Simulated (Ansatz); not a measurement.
Consider the following.

B:
```xyz
4
Lattice="-2.3194 2.3194 2.3194 2.3194 -2.3194 2.3194 2.3194 2.3194 -2.3194" Properties=species:S:1:pos:R:3 pbc="T T T"
B      1.7396     0.5799    -0.5799
B      0.5799    -0.5799     1.7396
B     -0.5799     1.7396     0.5799
B      0.5799     0.5799     0.5799
```

This is the r²SCAN-relaxed structure.

Problem. All from plane-wave PAW r²SCAN (Ansatz code), unless another level is named. Give the hole effective mass.

Solution. 0.54, 0.54, 1.1 mₑ (principal values).

Problem. Predict the HSE06 gap on the r²SCAN cell.

Solution. 2.42 eV.

Problem. Predict the electron effective mass.

Solution. 0.56, 0.56, 2.2 mₑ (principal values).

Problem. What about the band gap?

Solution. 1.76 eV (indirect).

Problem. Give the smallest direct gap on the standard path.

Solution. 3.01 eV.

Problem. Predict the conduction-band minimum.

Solution. on the Γ–P line, 23 % of the way from Γ (8 equivalent valleys).

Space group I4_132. The start of the workflow was typed in or built on a structure type; neither database checked (COD, Materials Project) lists it. It is not the phase usual at ambient conditions (space group No. 166). Symmetry was held in the r²SCAN relaxation; its stability against distortions is not shown here.

Potentials: the earlier of the program's two PAW sets.
